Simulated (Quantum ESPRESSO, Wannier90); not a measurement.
# Wannierisation of HfO2 (P4₂/nmc)

Cell from Materials Project (mp-1018721), symmetrised, no further relaxation. Not found in the COD (Crystallography Open Database) copy used, which has the formula in other groups; not checked further. Level: PBEsol, spinors with spin-orbit coupling; pw.x of Quantum ESPRESSO at 68 Ry with PseudoDojo potentials, 6×6×4 k-points, Wannier90. Density: 10×10×6 mesh, cold smearing 0.01 Ry.

On the energy scale of pw.x, whose zero is arbitrary, the valence-band maximum lies at 11.40 eV.

Input w.win:

```
num_bands = 76
num_wann = 44
exclude_bands = 1-24
spinors = true
num_iter = 1000
conv_tol = 1.0e-6
conv_window = 4
dis_num_iter = 1000
dis_conv_tol = 1.0e-6
dis_froz_max = 17.59
dis_mix_ratio = 0.2
write_hr = true
write_u_matrices = true
begin projections
f=0.50643,0.51237,0.50121: d
f=0.01117,-0.00378,-0.00526: d
f=-0.01276,0.49948,-0.29875: p
f=0.00388,0.48779,0.20118: p
f=0.50053,-0.00685,-0.20564: p
f=0.51101,-0.00744,0.30595: p
end projections
begin unit_cell_cart
ang
    3.5580200000    0.0000000000    0.0000000000
    0.0000000000    3.5580200000    0.0000000000
    0.0000000000    0.0000000000    5.1718600000
end unit_cell_cart
begin atoms_frac
Hf   0.5000000000  0.5000000000  0.5000000000
Hf   0.0000000000  0.0000000000  0.0000000000
O    0.0000000000  0.5000000000 -0.3027900000
O    0.0000000000  0.5000000000  0.1972100000
O    0.5000000000  0.0000000000 -0.1972100000
O    0.5000000000  0.0000000000  0.3027900000
end atoms_frac
mp_grid = 6 6 4
begin kpoints
0.0000000000 0.0000000000 0.0000000000
0.0000000000 0.0000000000 0.2500000000
0.0000000000 0.0000000000 0.5000000000
... (141 more lines: the 6x6x4 mesh through Gamma)
end kpoints
```

Input of pw2wannier90.x that gives the overlap and projection files (equivalent; here they were cut from one run over all bands):

```
&inputpp
  outdir = './out'
  prefix = 'pwscf'
  seedname = 'w'
  write_amn = .true.
  write_mmn = .true.
/
```

Output w.wout (banner and timings cut):

```
                                    ------
                                    SYSTEM
                                    ------

                              Lattice Vectors (Ang)
                    a_1     3.558020   0.000000   0.000000
                    a_2     0.000000   3.558020   0.000000
                    a_3     0.000000   0.000000   5.171860

                   Unit Cell Volume:      65.47319  (Ang^3)

                        Reciprocal-Space Vectors (Ang^-1)
                    b_1     1.765922   0.000000   0.000000
                    b_2     0.000000   1.765922   0.000000
                    b_3     0.000000   0.000000   1.214879

 *----------------------------------------------------------------------------*
 |   Site       Fractional Coordinate          Cartesian Coordinate (Ang)     |
 +----------------------------------------------------------------------------+
 | hf   1   0.50000   0.50000   0.50000   |    1.77901   1.77901   2.58593    |
 | hf   2   0.00000   0.00000   0.00000   |    0.00000   0.00000   0.00000    |
 | o    1   0.00000   0.50000  -0.30279   |    0.00000   1.77901  -1.56599    |
 | o    2   0.00000   0.50000   0.19721   |    0.00000   1.77901   1.01994    |
 | o    3   0.50000   0.00000  -0.19721   |    1.77901   0.00000  -1.01994    |
 | o    4   0.50000   0.00000   0.30279   |    1.77901   0.00000   1.56599    |
 *----------------------------------------------------------------------------*
                                ------------
                                K-POINT GRID
                                ------------

             Grid size =  6 x  6 x  4      Total points =  144

 *---------------------------------- MAIN ------------------------------------*
 |  Number of Wannier Functions               :                44             |
 |  Number of Objective Wannier Functions     :                44             |
 |  Number of input Bloch states              :                76             |
 |  Output verbosity (1=low, 5=high)          :                 1             |
 |  Timing Level (1=low, 5=high)              :                 1             |
 |  Optimisation (0=memory, 3=speed)          :                 3             |
 |  Length Unit                               :               Ang             |
 |  Post-processing setup (write *.nnkp)      :                 F             |
 |  Using Gamma-only branch of algorithms     :                 F             |
 *----------------------------------------------------------------------------*
 *------------------------------- WANNIERISE ---------------------------------*
 |  Total number of iterations                :              1000             |
 |  Number of CG steps before reset           :                 5             |
 |  Trial step length for line search         :             2.000             |
 |  Convergence tolerence                     :         0.100E-05             |
 |  Convergence window                        :                 4             |
 |  Iterations between writing output         :                 1             |
 |  Iterations between backing up to disk     :               100             |
 |  Write r^2_nm to file                      :                 F             |
 |  Write xyz WF centres to file              :                 F             |
 |  Write on-site energies <0n|H|0n> to file  :                 F             |
 |  Use guiding centre to control phases      :                 F             |
 |  Use phases for initial projections        :                 F             |
 *----------------------------------------------------------------------------*
 *------------------------------- DISENTANGLE --------------------------------*
 |  Using band disentanglement                :                 T             |
 |  Total number of iterations                :              1000             |
 |  Mixing ratio                              :             0.200             |
 |  Convergence tolerence                     :         1.000E-06             |
 |  Convergence window                        :                 3             |
 *----------------------------------------------------------------------------*
 *-------------------------------- PLOTTING ----------------------------------*
 |  Plotting Hamiltonian in WF basis          :                 T             |
 *----------------------------------------------------------------------------*

       ... (k-mesh section left out)

 Starting a new Wannier90 calculation ...

 Reading overlaps from w.mmn

 Reading projections from w.amn

 *------------------------------- DISENTANGLE --------------------------------*
 +----------------------------------------------------------------------------+
 |                              Energy  Windows                               |
 |                              ---------------                               |
 |                   Outer:    5.61314  to   37.49063  (eV)                   |
 |                   Inner:    5.61314  to   17.59000  (eV)                   |
 +----------------------------------------------------------------------------+
   Number of target bands to extract:   44

                   Unitarised projection of Wannier functions
                   ------------------------------------------
   A_mn = <psi_m|g_n> --> S = A.A^+ --> U = S^-1/2.A
   In dis_project... done
   Using an inner window (linner = T)
   In dis_proj_froz... done

                   Extraction of optimally-connected subspace
                   ------------------------------------------
 +---------------------------------------------------------------------+<-- DIS
 |  Iter     Omega_I(i-1)      Omega_I(i)      Delta (frac.)           |<-- DIS
 +---------------------------------------------------------------------+<-- DIS
       1      47.30679944      46.36396229       2.034E-02    <-- DIS
       2      46.87804010      46.27113147       1.312E-02    <-- DIS
       3      46.75030229      46.19285541       1.207E-02    <-- DIS
       4      46.63356609      46.12546868       1.102E-02    <-- DIS
       5      46.52761109      46.06665361       1.001E-02    <-- DIS
       6      46.43184943      46.01482514       9.063E-03    <-- DIS
       ... (lines left out)
     101      45.40679398      45.40481501       4.359E-05    <-- DIS
       ... (lines left out)
     148      45.38032173      45.38028580       7.918E-07    <-- DIS
     149      45.37991438      45.37989526       4.214E-07    <-- DIS
     150      45.37951145      45.37950864       6.205E-08    <-- DIS

             <<<      Delta < 1.000E-06  over  3 iterations     >>>
             <<< Disentanglement convergence criteria satisfied >>>

        Final Omega_I    45.37950864 (Ang^2)

 +----------------------------------------------------------------------------+

 Writing checkpoint file w.chk... done

 *------------------------------- WANNIERISE ---------------------------------*
 +--------------------------------------------------------------------+<-- CONV
 | Iter  Delta Spread     RMS Gradient      Spread (Ang^2)            |<-- CONV
 +--------------------------------------------------------------------+<-- CONV

 ------------------------------------------------------------------------------
 Initial State
  WF centre and spread    1  (  1.778592,  1.780000,  2.585591 )     1.82887846
  WF centre and spread    2  (  1.778592,  1.780000,  2.585591 )     1.82887846
  WF centre and spread    3  (  1.778350,  1.781024,  2.520433 )     1.21626213
  WF centre and spread    4  (  1.778350,  1.781024,  2.520433 )     1.21626211
  WF centre and spread    5  (  1.779216,  1.779834,  2.652981 )     1.21777016
  WF centre and spread    6  (  1.779216,  1.779834,  2.652981 )     1.21777018
  WF centre and spread    7  (  1.779643,  1.779369,  2.585059 )     1.19831517
  WF centre and spread    8  (  1.779643,  1.779369,  2.585059 )     1.19831518
  WF centre and spread    9  (  1.777055,  1.781223,  2.585653 )     1.72044783
  WF centre and spread   10  (  1.777055,  1.781223,  2.585653 )     1.72044783
  WF centre and spread   11  ( -0.001809,  0.000802, -0.000812 )     1.82805756
  WF centre and spread   12  ( -0.001810,  0.000802, -0.000812 )     1.82805755
  WF centre and spread   13  (  0.004689, -0.000263,  0.064925 )     1.21530510
  WF centre and spread   14  (  0.004689, -0.000263,  0.064925 )     1.21530514
  WF centre and spread   15  (  0.001748, -0.001987, -0.067991 )     1.21609507
  WF centre and spread   16  (  0.001748, -0.001987, -0.067991 )     1.21609506
  WF centre and spread   17  (  0.001944, -0.002305,  0.000119 )     1.19648049
  WF centre and spread   18  (  0.001944, -0.002305,  0.000119 )     1.19648047
  WF centre and spread   19  (  0.001518,  0.000783,  0.000517 )     1.71497938
  WF centre and spread   20  (  0.001518,  0.000783,  0.000517 )     1.71497939
  WF centre and spread   21  ( -0.001119,  1.778518, -1.552016 )     0.76472938
  WF centre and spread   22  ( -0.001119,  1.778518, -1.552016 )     0.76472938
  WF centre and spread   23  ( -0.002354,  1.778245, -1.575990 )     0.76936538
  WF centre and spread   24  ( -0.002354,  1.778245, -1.575990 )     0.76936538
  WF centre and spread   25  ( -0.000517,  1.778641, -1.557854 )     0.74967523
  WF centre and spread   26  ( -0.000517,  1.778641, -1.557854 )     0.74967523
  WF centre and spread   27  (  0.000910,  1.777692,  1.033601 )     0.76417057
  WF centre and spread   28  (  0.000910,  1.777692,  1.033601 )     0.76417058
  WF centre and spread   29  (  0.001499,  1.778272,  1.027920 )     0.74807651
  WF centre and spread   30  (  0.001499,  1.778272,  1.027920 )     0.74807651
  WF centre and spread   31  ( -0.000166,  1.776914,  1.010016 )     0.76839215
  WF centre and spread   32  ( -0.000166,  1.776914,  1.010016 )     0.76839214
  WF centre and spread   33  (  1.778637, -0.000443, -1.034014 )     0.76763631
  WF centre and spread   34  (  1.778637, -0.000443, -1.034014 )     0.76763631
  WF centre and spread   35  (  1.777744, -0.000769, -1.009734 )     0.77353574
  WF centre and spread   36  (  1.777744, -0.000769, -1.009733 )     0.77353574
  WF centre and spread   37  (  1.779308, -0.000612, -1.028875 )     0.75087673
  WF centre and spread   38  (  1.779308, -0.000612, -1.028875 )     0.75087673
  WF centre and spread   39  (  1.781016, -0.000345,  1.552916 )     0.76453251
  WF centre and spread   40  (  1.781016, -0.000345,  1.552916 )     0.76453251
  WF centre and spread   41  (  1.782728,  0.000260,  1.558448 )     0.74861508
  WF centre and spread   42  (  1.782728,  0.000260,  1.558448 )     0.74861508
  WF centre and spread   43  (  1.780019, -0.002211,  1.577048 )     0.76749694
  WF centre and spread   44  (  1.780019, -0.002212,  1.577048 )     0.76749694
  Sum of centres and spreads ( 39.157303, 39.125286, 25.855885 )    46.97938776

      0     0.470E+02     0.0000000000       46.9793877003  <-- CONV
        O_D=      0.0783598 O_OD=      1.5215193 O_TOT=     46.9793877 <-- SPRD
 ------------------------------------------------------------------------------
      1    -0.139E+00     0.2750428168       46.8405208044  <-- CONV
        O_D=      0.0782077 O_OD=      1.3828045 O_TOT=     46.8405208 <-- SPRD
      2    -0.529E-01     0.2277281254       46.7876323466  <-- CONV
        O_D=      0.0782557 O_OD=      1.3298681 O_TOT=     46.7876323 <-- SPRD
      3    -0.312E-01     0.1845652546       46.7564402631  <-- CONV
        O_D=      0.0783104 O_OD=      1.2986212 O_TOT=     46.7564403 <-- SPRD
      4    -0.207E-01     0.1525353993       46.7357189815  <-- CONV
        O_D=      0.0783346 O_OD=      1.2778758 O_TOT=     46.7357190 <-- SPRD
      5    -0.126E-01     0.1198762973       46.7230790484  <-- CONV
        O_D=      0.0783109 O_OD=      1.2652595 O_TOT=     46.7230790 <-- SPRD
       ... (lines left out)
     23    -0.734E-06     0.0009113784       46.7120310194  <-- CONV
        O_D=      0.0786562 O_OD=      1.2538662 O_TOT=     46.7120310 <-- SPRD
     24    -0.465E-06     0.0007193613       46.7120305543  <-- CONV
        O_D=      0.0786607 O_OD=      1.2538612 O_TOT=     46.7120306 <-- SPRD
     25    -0.313E-06     0.0007971086       46.7120302417  <-- CONV
        O_D=      0.0786612 O_OD=      1.2538604 O_TOT=     46.7120302 <-- SPRD
             <<<     Delta < 1.000E-06  over  4 iterations     >>>
             <<< Wannierisation convergence criteria satisfied >>>
 Final State
  WF centre and spread    1  (  1.778819,  1.779117,  2.585939 )     1.80950073
  WF centre and spread    2  (  1.778819,  1.779117,  2.585939 )     1.80950072
  WF centre and spread    3  (  1.779422,  1.781029,  2.518491 )     1.21177839
  WF centre and spread    4  (  1.779422,  1.781029,  2.518491 )     1.21177836
  WF centre and spread    5  (  1.779132,  1.779720,  2.654734 )     1.21207336
  WF centre and spread    6  (  1.779132,  1.779720,  2.654734 )     1.21207338
  WF centre and spread    7  (  1.780149,  1.779261,  2.585310 )     1.19350368
  WF centre and spread    8  (  1.780149,  1.779261,  2.585310 )     1.19350368
  WF centre and spread    9  (  1.778649,  1.779687,  2.585993 )     1.70224434
  WF centre and spread   10  (  1.778649,  1.779687,  2.585993 )     1.70224434
  WF centre and spread   11  ( -0.000240, -0.000025, -0.000252 )     1.80900181
  WF centre and spread   12  ( -0.000240, -0.000025, -0.000252 )     1.80900181
  WF centre and spread   13  (  0.004677, -0.000435,  0.067193 )     1.21208259
  WF centre and spread   14  (  0.004677, -0.000435,  0.067193 )     1.21208262
  WF centre and spread   15  (  0.001830, -0.002057, -0.069979 )     1.21218782
  WF centre and spread   16  (  0.001830, -0.002057, -0.069979 )     1.21218782
  WF centre and spread   17  (  0.001132, -0.001664, -0.000227 )     1.19417547
  WF centre and spread   18  (  0.001132, -0.001664, -0.000227 )     1.19417545
  WF centre and spread   19  (  0.000328,  0.000039,  0.000013 )     1.70241965
  WF centre and spread   20  (  0.000328,  0.000039,  0.000013 )     1.70241965
  WF centre and spread   21  ( -0.000264,  1.778678, -1.551550 )     0.76117381
  WF centre and spread   22  ( -0.000264,  1.778678, -1.551550 )     0.76117381
  WF centre and spread   23  ( -0.001510,  1.778260, -1.579358 )     0.75702461
  WF centre and spread   24  ( -0.001510,  1.778260, -1.579358 )     0.75702461
  WF centre and spread   25  ( -0.000199,  1.778550, -1.556921 )     0.75407687
  WF centre and spread   26  ( -0.000199,  1.778550, -1.556921 )     0.75407687
  WF centre and spread   27  (  0.000364,  1.778468,  1.034337 )     0.76140159
  WF centre and spread   28  (  0.000364,  1.778468,  1.034337 )     0.76140159
  WF centre and spread   29  (  0.000117,  1.778661,  1.029097 )     0.75447206
  WF centre and spread   30  (  0.000117,  1.778661,  1.029097 )     0.75447206
  WF centre and spread   31  ( -0.000508,  1.777752,  1.006411 )     0.75820262
  WF centre and spread   32  ( -0.000508,  1.777752,  1.006411 )     0.75820261
  WF centre and spread   33  (  1.778826, -0.000137, -1.034332 )     0.76217112
  WF centre and spread   34  (  1.778826, -0.000137, -1.034332 )     0.76217112
  WF centre and spread   35  (  1.778680, -0.000188, -1.006231 )     0.75800313
  WF centre and spread   36  (  1.778680, -0.000188, -1.006231 )     0.75800313
  WF centre and spread   37  (  1.779223,  0.000112, -1.029192 )     0.75464308
  WF centre and spread   38  (  1.779223,  0.000112, -1.029192 )     0.75464308
  WF centre and spread   39  (  1.779624, -0.000191,  1.552016 )     0.76239341
  WF centre and spread   40  (  1.779624, -0.000191,  1.552016 )     0.76239340
  WF centre and spread   41  (  1.780101,  0.000161,  1.556826 )     0.75493105
  WF centre and spread   42  (  1.780101,  0.000161,  1.556826 )     0.75493105
  WF centre and spread   43  (  1.779025, -0.001265,  1.579787 )     0.75855398
  WF centre and spread   44  (  1.779025, -0.001265,  1.579787 )     0.75855398
  Sum of centres and spreads ( 39.154753, 39.127070, 25.856211 )    46.71203030

         Spreads (Ang^2)       Omega I      =    45.379508635
        ================       Omega D      =     0.078661244
                               Omega OD     =     1.253860362
    Final Spread (Ang^2)       Omega Total  =    46.712030242
```
